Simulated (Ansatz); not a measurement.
Vibrational response of GaO at 15 GPa

These are results of DFT PBE, scalar-relativistic, plane waves, PAW (Ansatz), not measurements. Plane waves to 420 eV; Γ-centred k mesh 12×12×4; fixed occupations. No spin polarisation. Phonons by linear response, acoustic sum rule imposed.

The cell, relaxed at 15 GPa:
```
CELL_PARAMETERS angstrom
3.06052 0.00000 0.00000
-1.53026 2.65049 0.00000
0.00000 0.00000 11.53533
ATOMIC_POSITIONS crystal
Ga 0.33333 0.66667 0.14552
Ga 0.66667 0.33333 0.64552
Ga 0.33333 0.66667 0.35448
Ga 0.66667 0.33333 0.85448
O 0.33333 0.66667 0.58586
O 0.66667 0.33333 0.08586
O 0.33333 0.66667 0.91414
O 0.66667 0.33333 0.41414
```

The cell was built by swapping an element in a database structure (itself possibly hypothetical) and relaxing; it need not be the stable form of this composition. The crystal is built of layers and no dispersion correction was added, so the binding between them is poorly described, and with it their spacing and whatever depends on it. The run warned that the force constants aren't converged on this k mesh, so the frequencies and all that is formed from them are rough.

Optical modes at Γ (transverse, no macroscopic field); i marks an imaginary frequency:
```tsv
frequency (cm⁻¹)	degeneracy	IR intensity of the level ((D/Å)²/amu)
71	2	0.00
87	2	0.00
108	1	0.00
108	2	0.00
231	1	0.00
263	1	0.00
328	1	33.85
515	1	0.00
515	2	0.00
515	2	80.49
536	2	0.00
536	2	0.00
551	1	0.00
558	1	0.00
```

All 21 optical modes at Γ are real: no displacement of atoms at fixed cell lowers the energy to second order. Strains and modes at other wave vectors aren't tested by this run.

```
Electronic dielectric constant ε∞ (principal values) : 5.89, 5.89, 5.97
Static dielectric constant ε0 (principal values)     : 9.3, 9.3, 13.2
Refractive index √ε∞, mean                           : 2.43
Kohn–Sham gap on the mesh                            : 1.03 eV
Cost                                                 : 15 min on 2 threads of Intel(R) Xeon(R) Processor @ 2.50GHz (Skylake/Cascade Lake) (shared host), peak memory 3 GiB
```

Born effective charges (e):
```tsv
atom	Z*xx	Z*yy	Z*zz	mean
Ga (atom 1)	2.38	2.38	2.18	2.32
O (atom 5)	-2.38	-2.38	-2.18	-2.32
```